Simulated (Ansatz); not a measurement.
Structure optimisation: selenium, hcp

Theory: Ansatz, DFT, r2SCAN, plane waves (500 eV) with PAW, scalar-relativistic. (PAW data from PBE, frozen cores regenerated.)

k-point mesh 12×12×6, Fermi-Dirac smearing 0.1 eV, no spin polarisation. Cell and atoms relax.

Starting structure:

```
Se
1.0
     3.13603    0.00000    0.00000
    -1.56802    2.71588    0.00000
     0.00000    0.00000    5.12114
Se
2
Direct
  0.33333 0.66667 0.25000
  0.66667 0.33333 0.75000
```

Task: The pressure at the start is -4.0 GPa. By how much does the volume change?

Result: From 21.81 to 22.05 Å³ per atom, 1.1 %. The final cell has a = 3.646 Å, c = 3.830 Å (c/a = 1.050).

The cell has left the hcp structure type; it ends in P6_3/mmc.

Task: How much energy does the relaxation gain?

Result: 439.2 meV per atom.

Path of the relaxation (the plane waves are chosen anew near the end, which can shift the energy a little):

```
step  E − E(final) (meV/atom)  V (Å³/atom)  P (GPa)  max force (eV/Å)
   0                   439.21       21.809    -4.00             0.000
   1                   399.78       20.182     0.67             0.000
   2                   350.35       19.464     3.84             0.000
   3                   264.14       19.090     6.38             0.000
   4                   176.31       18.850     9.28             0.000
   5                    64.70       20.228     3.90             0.000
   6                     8.17       21.234     2.10             0.000
   7                     0.34       21.952     0.31             0.000
   8                     0.25       22.050     0.01             0.000
   9                     0.00       22.050     0.01             0.000
```
